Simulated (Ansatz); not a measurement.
Data:

Nb₂InC:
```xyz
8
Lattice="3.1588 0.0000 0.0000 -1.5794 2.7356 0.0000 0.0000 0.0000 14.3281" Properties=species:S:1:pos:R:3 pbc="T T T"
Nb     1.5794     0.9119    13.1443
Nb     0.0000     1.8238     1.1838
Nb     0.0000     1.8238     5.9803
Nb     1.5794     0.9119     8.3478
In     1.5794     0.9119     3.5820
In     0.0000     1.8238    10.7461
C      0.0000     0.0000     0.0000
C      0.0000     0.0000     7.1641
```

This is the PBEsol-relaxed structure.

Task: All from the program Ansatz at the PBEsol level (PAW), unless another level is named. Estimate the electronic character.

Result: metallic (no gap).

Task: Give the density of states at the Fermi level.

Result: 0.44 states/eV per atom (mean over ±0.08 eV).

Task: What about the formation energy from the elements (no fitted shifts)?

Result: -0.51 eV/atom.

Task: And the gap with spin–orbit coupling?

Result: none (metallic).

Space group P6_3/mmc. The first step of the workflow began from a Materials Project structure, measured or hypothetical; the Crystallography Open Database copy checked does not list it. Whether it is the stable phase at ambient conditions was not checked. The cell was relaxed with PBEsol under the symmetry of its start; whether a distortion lowers the energy is not shown. No spin polarisation was allowed. The references are the lowest solids computed at this level, not always the standard phases. Spin–orbit coupling is left out wherever it is not named.

Potentials: the later of the program's two PAW sets.
